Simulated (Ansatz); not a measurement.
The calculation used Ansatz 0.2.0, DFT PBE, scalar-relativistic, plane waves, PAW. Settings: cutoff 420 eV, Γ-centred meshes spaced at most about 0.3 Å⁻¹ (2π included), Gaussian smearing. No spin polarisation in the final relaxations.

All energies are static (0 K, no zero-point motion).

Two relaxed structures of Sn₃GeO₄:

A.

```cif
data_structure
_symmetry_space_group_name_H-M 'P1'
_symmetry_Int_Tables_number 1
_cell_length_a 5.1774
_cell_length_b 5.5491
_cell_length_c 5.7678
_cell_angle_alpha 92.170
_cell_angle_beta 90.229
_cell_angle_gamma 90.810
_cell_volume 165.57
loop_
_atom_site_label
_atom_site_type_symbol
_atom_site_symmetry_multiplicity
_atom_site_Wyckoff_symbol
_atom_site_fract_x
_atom_site_fract_y
_atom_site_fract_z
_atom_site_occupancy
Sn1 Sn 1 a 0.94329 0.54517 0.22117 1
Sn2 Sn 1 a 0.44832 0.97808 0.21661 1
Sn3 Sn 1 a 0.43961 0.45504 0.77300 1
Ge1 Ge 1 a 0.94032 0.04088 0.80090 1
O1 O 1 a 0.80616 0.35111 0.91095 1
O2 O 1 a 0.31949 0.62636 0.09517 1
O3 O 1 a 0.81790 0.87946 0.07433 1
O4 O 1 a 0.28490 0.12390 0.90788 1
```

B.

```cif
data_structure
_symmetry_space_group_name_H-M 'P4mm'
_symmetry_Int_Tables_number 99
_cell_length_a 3.8106
_cell_length_b 3.8106
_cell_length_c 9.8979
_cell_angle_alpha 90.000
_cell_angle_beta 90.000
_cell_angle_gamma 90.000
_cell_volume 143.72
loop_
_atom_site_label
_atom_site_type_symbol
_atom_site_symmetry_multiplicity
_atom_site_Wyckoff_symbol
_atom_site_fract_x
_atom_site_fract_y
_atom_site_fract_z
_atom_site_occupancy
Sn1 Sn 1 b 0.50000 0.50000 0.12430 1
Sn2 Sn 1 b 0.50000 0.50000 0.60922 1
Sn3 Sn 1 a 0.00000 0.00000 0.88575 1
Ge1 Ge 1 a 0.00000 0.00000 0.39181 1
O1 O 2 c 0.00000 0.50000 0.00451 1
O2 O 2 c 0.00000 0.50000 0.48994 1
```

Question: Which is lower in energy, and by how much?

Answer: A is lower, by 41 meV/atom. A has space group P1 (No. 1), 20.7 Å³/atom and a gap of 1.65 eV on its mesh; B has space group P4mm (No. 99), 18.0 Å³/atom and a gap of 0.80 eV. Counting O atoms around Ge and Sn (those within 1.25 times the shortest such distance or 1.15 times the sum of covalent radii), A has Sn 3, Ge 3 and B has Sn 4, Ge 4. In A, Sn on its first site is surrounded by 3 O at 2.13–2.17 Å; Ge has 3 O at 1.93–1.95 Å; O on its first site has 1 Ge at 1.95 Å and 2 Sn at 2.15–2.17 Å; 5 more sites not described. In B, Sn on its first site is surrounded by 4 O at 2.24 Å; Ge has 4 O at 2.14 Å; O on its first site is surrounded by 4 Sn at 2.24 Å and 4 O at 2.69 Å; 3 more sites not described. Both come from invented guesses.

Weakly bound directions are ill-defined at this level, which has no dispersion term (P1, P4mm), and this can change margins and order among such cells. Kohn–Sham gaps at this level usually fall short of measured ones. Cells relaxed within their symmetry can be saddle points.
